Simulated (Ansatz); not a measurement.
Starting cell, Cu (fcc, Cu type):

```
CELL_PARAMETERS angstrom
      0.00000     3.57902     3.57902
      1.78951     0.00000     1.78951
      1.78951     1.78951     0.00000
ATOMIC_POSITIONS crystal
  Cu 0.00000 0.00000 0.00000
  Cu 0.50000 0.00000 0.00000
```

A phonon eigenvector at L = (0.5, 0.0, 0.0) is frozen into this cell: atom i moves by Q times the vector below, so Q is the largest atomic displacement, in Å. The cell is held. (q is in reciprocal vectors of the primitive cell; the cell shown is doubled to hold the pattern.)

```csv
atom,x,y,z
Cu1,0.577,-0.577,-0.577
Cu2,-0.577,0.577,0.577
```

The numbers are results of r2SCAN (plane waves to 500 eV, PAW, scalar-relativistic; Ansatz, an electronic-structure program), not measurements. k mesh 11×22×22 (Γ-centred), Fermi-Dirac smearing 0.05 eV. Energies are smeared free energies. With partly filled bands, energies and forces of such displacements shift with the k mesh and the smearing. Cu is run without spin polarisation. Cu was relaxed with its symmetry unable to fall. The PAW data are Ansatz's earlier set. The zero of ΔE is the undisplaced structure.

Q: Give the computed ΔE (meV/cell) at Q (Å) = -0.280, -0.140, -0.047, 0.093, 0.140, 0.233.

A: 
| Q (Å) | ΔE (meV/cell) |
|---|---|
| -0.280 | 1557 |
| -0.140 | 327 |
| -0.047 | 34 |
| 0.093 | 140 |
| 0.140 | 327 |
| 0.233 | 1012 |

(A displaced cell: forces are minus the slopes of the energy, force constants its curvatures, and phonons follow from these.)
